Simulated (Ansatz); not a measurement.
Relaxed-ion elastic tensor of Ag (A15 (β-W type), space group No. 223) in GPa (Voigt order), plane-wave PAW r²SCAN (Ansatz code); density 10.04 g/cm³, 17.84 Å³ per atom.

```
  178   55.1   55.1    0.0    0.0    0.0
 55.1    178   55.1    0.0    0.0    0.0
 55.1   55.1    178    0.0    0.0    0.0
  0.0    0.0    0.0  -17.5    0.0    0.0
  0.0    0.0    0.0    0.0  -17.5    0.0
  0.0    0.0    0.0    0.0    0.0  -17.5
```

Q: Is the crystal mechanically stable?

A: No: the smallest eigenvalue of C is -17.5 GPa.

Space group Pm-3n (A15 (β-W type)). The start of the workflow was typed in or built on a structure type; neither database checked (COD, Materials Project) lists it. It is not the phase usual at ambient conditions (space group No. 225). The r²SCAN relaxation kept the symmetry of its start. At this level the phase is mechanically unstable. The run is not spin-polarised. As this level gives no gap, shear constants depend on the k-mesh and smearing (Fermi–Dirac, 0.1 eV here).

Potentials: the later of the program's two PAW sets.
